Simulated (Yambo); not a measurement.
```xyz
4
Lattice="3.1754 0.0000 0.0000 -1.5877 2.7500 0.0000 0.0000 0.0000 5.0825" Properties=species:S:1:pos:R:3 pbc="T T T"
N      1.5877     0.9167     4.4771
N      0.0000     1.8333     1.9358
Al     1.5877     0.9167     2.5367
Al     0.0000     1.8333     5.0780
```

AlN (wurtzite, space group P6_3mc, No. 186) under isotropic strain of +2 % on all lattice vectors: mean Im ε in 1 eV windows above the direct gap of 4.98 eV, for different electron-hole kernels (Yambo, broadening 0.15 eV, PBEsol (Quantum ESPRESSO, PseudoDojo norm-conserving, 84 Ry, no spin-orbit coupling) bands; 9×9×6 mesh, 5 valence and 2 conduction bands, static screening with 23 bands and a 4 Ry block, scissor 1.38 eV, Tamm-Dancoff; field along x).

| window (eV) | independent quasiparticles | BSE |
|---|---|---|
| 5.0 to 6.0 | 0.7 | 2.4 |
| 6.0 to 7.0 | 1.4 | 6.6 |
| 7.0 to 8.0 | 4.4 | 7.9 |
| 8.0 to 9.0 | 8.0 | 4.1 |

This run doesn't resolve bound excitons or single peaks, so only averages are given, and they too depend on the mesh; weight that the attraction moves below the gap isn't listed. All transitions below 9.31 eV are in the band window. The scissor comes from a G0W0 run whose convergence isn't established.

Geometry strained from the cell relaxed with PBEsol, atoms relaxed again.
